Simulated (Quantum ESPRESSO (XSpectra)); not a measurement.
Quantum ESPRESSO (XSpectra) run for X-ray absorption at the O K edge of ZnInGaO4 (R3m). Geometry: Materials Project entry mp-1215688 (a computed structure). The cell is the entry's, not relaxed again. The ground-state test found a gap, so occupations are fixed and the excited electron is left out (charged cell on a uniform background); energies count from the highest occupied level. pw.x input:

```
&CONTROL
  calculation = 'scf'
  prefix = 'x'
  pseudo_dir = './pseudo'
  outdir = './out'
/
&SYSTEM
  ibrav = 0
  nat = 49
  ntyp = 5
  ecutwfc = 70
  input_dft = 'PZ'
  tot_charge = 1
  occupations = 'fixed'
/
&ELECTRONS
  conv_thr = 4.9e-07
  mixing_beta = 0.4
/
ATOMIC_SPECIES
Oh 15.999 O.lda-tm-gipaw-star1s.UPF
Zn 65.380 Zn.upf
In 114.818 In.upf
Ga 69.723 Ga.lda-tm-gipaw.UPF
O 15.999 O.lda-tm-gipaw.UPF
CELL_PARAMETERS angstrom
  -1.680324941   -8.731224512    0.000000000
  -8.401624704   -2.910408171    0.000000000
  -1.680324941   -0.970136057   -8.713407000
ATOMIC_POSITIONS crystal
Zn     0.745482857    0.981931429    0.344860000
Zn     0.888340000    0.553360000    0.344860000
Zn     0.459768571    0.839074286    0.344860000
Zn     0.602625714    0.410502857    0.344860000
Zn     0.174054286    0.696217143    0.344860000
Zn     0.316911429    0.267645714    0.344860000
Zn     0.031197143    0.124788571    0.344860000
In     0.714681429    0.858725714    0.991690000
In     0.857538571    0.430154286    0.991690000
In     0.428967143    0.715868571    0.991690000
In     0.571824286    0.287297143    0.991690000
In     0.143252857    0.573011429    0.991690000
In     0.286110000    0.144440000    0.991690000
In     0.000395714    0.001582857    0.991690000
Ga     0.826719571    0.306878286    0.638889000
Ga     0.969576714    0.878306857    0.638889000
Ga     0.541005286    0.164021143    0.638889000
Ga     0.683862429    0.735449714    0.638889000
Ga     0.255291000    0.021164000    0.638889000
Ga     0.398148143    0.592592571    0.638889000
Ga     0.112433857    0.449735429    0.638889000
O      0.756448571    0.025794286    0.114580000
O      0.899305714    0.597222857    0.114580000
O      0.470734286    0.882937143    0.114580000
O      0.613591429    0.454365714    0.114580000
O      0.185020000    0.740080000    0.114580000
O      0.327877143    0.311508571    0.114580000
O      0.042162857    0.168651429    0.114580000
Oh     0.815908143    0.263632571    0.865929000
O      0.958765286    0.835061143    0.865929000
O      0.530193857    0.120775429    0.865929000
O      0.673051000    0.692204000    0.865929000
O      0.244479571    0.977918286    0.865929000
O      0.387336714    0.549346857    0.865929000
O      0.101622429    0.406489714    0.865929000
O      0.731674286    0.926697143    0.634840000
O      0.874531429    0.498125714    0.634840000
O      0.445960000    0.783840000    0.634840000
O      0.588817143    0.355268571    0.634840000
O      0.160245714    0.640982857    0.634840000
O      0.303102857    0.212411429    0.634840000
O      0.017388571    0.069554286    0.634840000
O      0.837656714    0.350626857    0.409209000
O      0.980513857    0.922055429    0.409209000
O      0.551942429    0.207769714    0.409209000
O      0.694799571    0.779198286    0.409209000
O      0.266228143    0.064912571    0.409209000
O      0.409085286    0.636341143    0.409209000
O      0.123371000    0.493484000    0.409209000
K_POINTS automatic
2 2 2 0 0 0
```

xspectra.x input:

```
&input_xspectra
  calculation = 'xanes_dipole'
  edge = 'K'
  prefix = 'x'
  outdir = './out'
  xonly_plot = .false.
  xiabs = 1
  xcoordcrys = .false.
  xepsilon(1) = 1.0
  xepsilon(2) = 0.0
  xepsilon(3) = 0.0
  xniter = 1500
  xcheck_conv = 50
  xerror = 0.002
  x_save_file = 'x0.sav'
/
&plot
  xnepoint = 451
  xemin = -5.0
  xemax = 40.0
  xgamma = 0.5
  terminator = .true.
  cut_occ_states = .true.
/
&pseudos
  filecore = 'core.wfc'
/
&cut_occ
  cut_desmooth = 0.1
  cut_stepl = 0.01
  cut_ierror = 1e-6
/
3 3 3 1 1 1
```

End of the pw.x output:

```
     2.5473   2.5726   2.6207   2.6322   2.7119   2.7311   2.7589   2.7785
     2.8161   2.8180   2.8410   2.9153   2.9338   3.0084   3.0719   3.1457
     3.1530   3.1965   3.2321   3.2652   3.2866   3.2953   3.3660   3.3813
     3.4022   3.4200   3.4312   3.4536   3.4985   3.5269   3.5480   3.5618
     3.5769   3.6397   3.6664   3.7506   3.8236   3.8669   3.8790   3.9013
     3.9700   4.0247   4.0730   4.1124   4.1333   4.2371   4.2507   4.3714
     4.3883   4.4345   4.5263   4.6135   4.6378   4.7872   4.8442   4.9240
     4.9681   5.0701   5.1450   5.1645   5.1757   5.2431   5.3473   5.4113
     5.5259   5.5288   5.5719   5.6335   5.7578   5.8420   5.8676   6.0160
     6.0546   6.1590   6.1690   6.1940   6.2396   6.2950   6.3124   6.3320
     6.3602   6.3938   6.5046   6.5195   6.5624   6.6194   6.6453   6.8234
     6.8698   6.8794   6.9261   6.9825   7.0221   7.1240   7.1574   7.1830
     7.2121   7.2445

     highest occupied level (ev):     7.4721

!    total energy              =   -4987.34861813 Ry
     estimated scf accuracy    <       0.00000012 Ry

     The total energy is the sum of the following terms:
     one-electron contribution =   -3357.06253074 Ry
     hartree contribution      =    1910.00633576 Ry
     xc contribution           =    -985.39169649 Ry
     ewald contribution        =   -2554.90072666 Ry

     convergence has been achieved in  20 iterations

     XML data file, charge density, pseudopotentials, collected wavefunctions
```

xspectra.x output, shortened:

```
... Begin STEP 1 ...

        Radial transition matrix element(s) used in the calculation of the
        initial vector of the Lanczos basis (|tilde{phi}_abs> normalized)
        | For PAW proj. (l=1) #1: radial matrix element =   0.141535429
        | For PAW proj. (l=1) #2: radial matrix element =   0.174719217

NB: the     7 k-point are not all listed below because npool=  4
        |-------------------------------------------------------------
        ! k-point #     1:  (-0.1260, -0.1455, -0.1296),  0.0741,   1
        |-------------------------------------------------------------
 okvan= F
        |   Norm of the initial Lanczos vector: 0.10086550E+00
        !   => CONVERGED at iter    800 with error=  0.00171254
        |-------------------------------------------------------------
        ! k-point #     2:  (-0.1260, -0.1455, -0.4697),  0.0741,   1
        |-------------------------------------------------------------
 okvan= F
        |   Norm of the initial Lanczos vector: 0.10086550E+00
        !   => CONVERGED at iter    850 with error=  0.00141443
        |-------------------------------------------------------------
        ! k-point #     3:  (-0.1260, -0.1455, -0.8099),  0.0741,   1
        |-------------------------------------------------------------
 okvan= F
        |   Norm of the initial Lanczos vector: 0.10086550E+00
        !   => CONVERGED at iter    750 with error=  0.00182707
        |-------------------------------------------------------------

        ...
... Begin STEP 2 ...

     The spectrum is calculated using the following parameters:
        energy-zero of the spectrum [eV]:    7.4721
        the occupied states are elimintate from the spectrum
        xemin [eV]:  -5.00
        xemax [eV]:  40.00
        xnepoint:  451
        constant broadening parameter [eV]:    0.500
        Core level energy [eV]:  -543.1
         (from electron binding energy of neutral atoms in X-ray data booklet)

     Cross-section successfully written in xanes.dat

     ... End STEP 2 ...

     xanes        :    682.92s CPU    684.09s WALL (       1 calls)

     -------------------------------------------------------------------------
                                END JOB XSpectra
     -------------------------------------------------------------------------
```

xanes.dat for the field along x, every fifth line (energy in eV, cross section):

```
   -5.000   5.3920e-04
   -4.500   5.8640e-04
   -4.000   6.4100e-04
   -3.500   7.0500e-04
   -3.000   7.8070e-04
   -2.500   8.7160e-04
   -2.000   9.8240e-04
   -1.500   1.1200e-03
   -1.000   1.2950e-03
   -0.500   1.5240e-03
    0.000   1.8350e-03
    0.500   2.2860e-03
    1.000   2.9940e-03
    1.500   4.2020e-03
    2.000   6.2960e-03
    2.500   1.0260e-02
    3.000   1.7590e-02
    3.500   3.0350e-02
    4.000   4.5610e-02
    4.500   4.9650e-02
    5.000   4.2610e-02
    5.500   3.1870e-02
    6.000   2.6150e-02
    6.500   2.8490e-02
    7.000   3.4680e-02
    7.500   3.7070e-02
    8.000   3.9130e-02
    8.500   4.1300e-02
    9.000   4.5410e-02
    9.500   4.0810e-02
   10.000   2.9480e-02
   10.500   2.6260e-02
   11.000   2.3280e-02
   11.500   2.1160e-02
   12.000   1.8840e-02
   12.500   1.7960e-02
   13.000   1.6110e-02
   13.500   1.4190e-02
   14.000   1.3230e-02
   14.500   1.1810e-02
   15.000   1.1270e-02
   15.500   1.1770e-02
   16.000   1.1420e-02
   16.500   9.0140e-03
   17.000   8.6940e-03
   17.500   1.1990e-02
   18.000   1.6090e-02
   18.500   1.7810e-02
   19.000   1.7730e-02
   19.500   1.6580e-02
   20.000   1.6340e-02
   20.500   1.7670e-02
   21.000   2.0690e-02
   21.500   2.0700e-02
   22.000   1.9530e-02
   22.500   1.8940e-02
   23.000   1.8190e-02
   23.500   1.8970e-02
   24.000   2.0830e-02
   24.500   2.5710e-02
   25.000   3.1280e-02
   25.500   3.6780e-02
   26.000   3.7520e-02
   26.500   3.7120e-02
   27.000   3.6140e-02
   27.500   3.0780e-02
   28.000   2.7150e-02
   28.500   2.5080e-02
   29.000   2.2260e-02
   29.500   2.1730e-02
   30.000   1.6970e-02
   30.500   1.4250e-02
   31.000   1.4950e-02
   31.500   1.4870e-02
   32.000   1.6080e-02
   32.500   1.8670e-02
   33.000   2.2300e-02
   33.500   2.4330e-02
   34.000   2.4130e-02
   34.500   2.2110e-02
   35.000   1.9780e-02
   35.500   1.7260e-02
   36.000   1.6110e-02
   36.500   1.5650e-02
   37.000   1.4710e-02
   37.500   1.3950e-02
   38.000   1.3250e-02
   38.500   1.2970e-02
   39.000   1.2480e-02
   39.500   1.2750e-02
   40.000   1.3030e-02
```
